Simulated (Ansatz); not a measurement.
## Is this Ta5F2 structure a true minimum?

It was reached by relaxing an invented guess, and it needn't be the stable form of this composition.

These are results of DFT PBE, scalar-relativistic, plane waves, PAW (Ansatz 0.2.0), not measurements. Cutoff 420 eV; k points 10×10×4 on the computed 7-atom cell (Γ-centred); Gaussian smearing, width 0.10 eV; no spin polarisation.

The cell below (7 atoms, space group P4/mmm (No. 123)) is relaxed within its symmetry.

```
Ta F
1.0
     3.27947    0.00000    0.00000
     0.00000    3.27947    0.00000
     0.00000    0.00000   10.07547
Ta F
5 2
Direct
  0.50000 0.50000 0.16644
  0.50000 0.50000 0.83356
  0.00000 0.00000 0.00000
  0.00000 0.00000 0.33192
  0.00000 0.00000 0.66808
  0.00000 0.50000 0.50000
  0.50000 0.00000 0.50000
```

For the test it was strained at random (σ = 1.5 % a component), the atoms were moved at random (σ = 0.05 Å), and all was relaxed again on a coarse 6×6×2 mesh (in the run’s order of axes) with 0.20 eV smearing, with no symmetry imposed.

These runs have no spin–orbit coupling, which can matter for Ta. An odd number of electrons in the primitive cell allows no gap without spin; a larger cell or a magnetic state could open one.

Task: Does it come back?

Result: It returns, within 1 meV/atom of the unmoved cell on that mesh and with the same symmetry when read at 0.1 Å (P1 at 0.01 Å, so small strains and shifts remain). No instability shows in this cell; modes of other wave vectors, which need another repeat, aren't tested.
